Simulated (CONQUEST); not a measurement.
A self-consistent single point of TiO2 (P1, 6 atoms in the cell; from Materials Project mp-2657, changed as shown).

```
TiO2
1.0
    4.71162     0.00000     0.00000
    0.00000     4.71162     0.00000
    0.00000     0.00000     3.03112
Ti O
2 4
Direct
  0.48403   0.48818   0.01020
  0.01094   0.00497   0.50131
  0.69226   0.69614   0.49486
  0.30059   0.31098   0.51057
  0.80690   0.18544   0.97333
  0.20527   0.81430   0.00973
```

Computed with LDA (PW92), numerical atomic orbitals double-zeta with polarisation (the shipped basis), PseudoDojo norm-conserving potentials made for LDA (CONQUEST).

CONQUEST settings:

basis: DZP
Diag.MPMeshX, Y, Z: 4 4 6
potentials: PseudoDojo norm-conserving LDA
Grid.GridCutoff: 175 Ha
DM.SolutionMethod: diagon
Diag.kT: 0.000367 Ha
Diag.GammaCentred: true
minE.SCTolerance: 1.0e-07
SC.MaxIters: 100
SC.LinearMixingFactor: 0.3
AtomMove.TypeOfRun: static

Results:

- Number of valence electrons = 48
- Number of bands = 90
- Number of k-points after the program's reduction = 74
- Size of the basis = 90
- Number of SCF iterations = 16
- FFT grid = 60 × 60 × 36
- Free energy E − TS = -5034.5807 eV
- Top of the valence band (on the code's own zero) = -8.46 eV
- Gap on the k-point mesh = 1.42 eV
- Pressure = -19.23 GPa
- Largest force (vector length) = 2.254 eV/Å

Forces (eV/Å):
```json
[
 {"atom": "Ti1", "Fx": "1.665", "Fy": "1.507", "Fz": "0.196"},
 {"atom": "Ti2", "Fx": "-1.284", "Fy": "-0.863", "Fz": "0.135"},
 {"atom": "O3", "Fx": "-0.275", "Fy": "-0.703", "Fz": "-0.112"},
 {"atom": "O4", "Fx": "0.066", "Fy": "-0.007", "Fz": "-0.360"},
 {"atom": "O5", "Fx": "0.067", "Fy": "0.195", "Fz": "0.537"},
 {"atom": "O6", "Fx": "-0.226", "Fy": "-0.131", "Fz": "-0.414"}
]
```

Stress (GPa, positive for compression):
```
-18.09    0.11   -0.81
  0.11  -17.28    0.61
 -0.81    0.61  -22.33
```

The gap is read on the k-point mesh of the run and can differ from the gap over the whole zone at this level.

For comparison: a first run was changed to give this one (atoms moved at random), and from it to this one the free energy goes up by 29.3 meV/atom, the pressure goes from -21.08 to -19.23 GPa, the largest force goes from 0.445 to 2.254 eV/Å and the gap on the mesh goes from 1.498 to 1.424 eV.

The program uses no crystal symmetry, so grid and mesh can part values that symmetry would make equal. The atom-centred basis is finite, which shifts total energies, pressures, gaps and forces against plane waves. Forces above 1 eV/Å remain at this geometry, of which the finite basis can carry a part. The structure comes from a collection of computed structures, made at another level of theory; the collection holds predicted forms beside known ones. Its lattice was then scaled.

Cost on one core: very roughly 5 core-minutes.
